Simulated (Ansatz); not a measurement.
BC5:
Space group I-4m2 (No. 119); a = b = 2.485 Å, c = 11.277 Å, α = β = γ = 90.00°

| atom | site | symmetry | x | y | z |
|---|---|---|---|---|---|
| B | 2c | -4m2 | 0.0000 | 0.5000 | 0.2500 |
| C | 4e | 2mm. | 0.0000 | 0.0000 | 0.1561 |
| C | 2b | -4m2 | 0.0000 | 0.0000 | 0.5000 |
| C | 4f | 2mm. | 0.5000 | 0.0000 | 0.0801 |
(The calculation used a cell of 6 atoms; values per cell refer to that cell.)

Relaxed at zero pressure with the program Ansatz at the LDA level (PAW).

The volume is lowered by 3 % and shape and atoms relax at that volume. What pressure results, and how do the axes share the change?

13.1 GPa; a -1.0 %, b -1.0 %, c -0.9 %; the energy rises by 7 meV/atom.

Give the new structure.


Space group I-4m2 (No. 119); a = b = 2.459 Å, c = 11.170 Å, α = β = γ = 90.00°

```tsv
atom	site	symmetry	x	y	z
B	2c	-4m2	0.0000	0.5000	0.2500
C	4e	2mm.	0.0000	0.0000	0.1563
C	2b	-4m2	0.0000	0.0000	0.5000
C	4f	2mm.	0.5000	0.0000	0.0801
```

The phase is kept; no other phase was compared at this pressure.

The workflow started from a Materials Project entry (that database holds measured and hypothetical structures alike); the Crystallography Open Database copy checked does not list it. Whether it is the stable phase at ambient conditions was not checked. The LDA relaxation kept the symmetry of its start; whether a distortion lowers the energy is not shown.

Potentials: the later of the program's two PAW sets.
